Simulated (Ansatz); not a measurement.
# V, diamond: geometry optimisation

Method: Ansatz 0.2.0, DFT, BLYP, plane waves (420 eV) with PAW, scalar-relativistic. (PAW data from PBE, frozen cores regenerated.)

k-point mesh 10×10×10, Fermi-Dirac smearing 0.1 eV, no spin polarisation. Cell and atoms relax.

Starting structure:

```yaml
crystal:
  lattice:
    - [0.0, 2.6526688921, 2.6526688921]
    - [2.6526688921, 0.0, 2.6526688921]
    - [2.6526688921, 2.6526688921, 0.0]
  atoms:
    - { symbol: V, position: [0.125, 0.125, 0.125] }
    - { symbol: V, position: [0.875, 0.875, 0.875] }
hamiltonian:
  xc: blyp
  pseudopotentials:
    kind: paw
    azcp:
      V: "pseudopotentials/V.paw.azcp"
basis:
  ecutwfc: 420
  fft_grid_basis: typed
kpoints:
  mp_grid: { grid: [10, 10, 10], shift: [0, 0, 0] }
magnetization:
  spin_polarized: false
scf:
  occupations: { method: fermi_dirac, width: 0.1 }
relax:
  max_steps: 60
  f_tol: 0.01
  cell: {}
output:
  write_density: true
  write_potential: true
  elf: true
  volumetric_format: npy
```

Task: What cell does the relaxation end in?

Result: Fd-3m with a = 5.411 Å; 19.80 Å³ per atom against 18.67 at the start (6.1 %).

Task: How much energy does the relaxation gain?

Result: 12.6 meV per atom.

Path of the relaxation (the plane waves are chosen anew near the end, which can shift the energy a little):

| step | E − E(final) (meV/atom) | V (Å³/atom) | P (GPa) | max force (eV/Å) |
| --- | --- | --- | --- | --- |
| 0 | 12.65 | 18.666 | 3.71 | 0.000 |
| 1 | 4.40 | 19.130 | 2.07 | 0.000 |
| 2 | 0.31 | 19.748 | 0.16 | 0.000 |
| 3 | 0.29 | 19.803 | 0.00 | 0.000 |
| 4 | 0.00 | 19.803 | 0.04 | 0.000 |
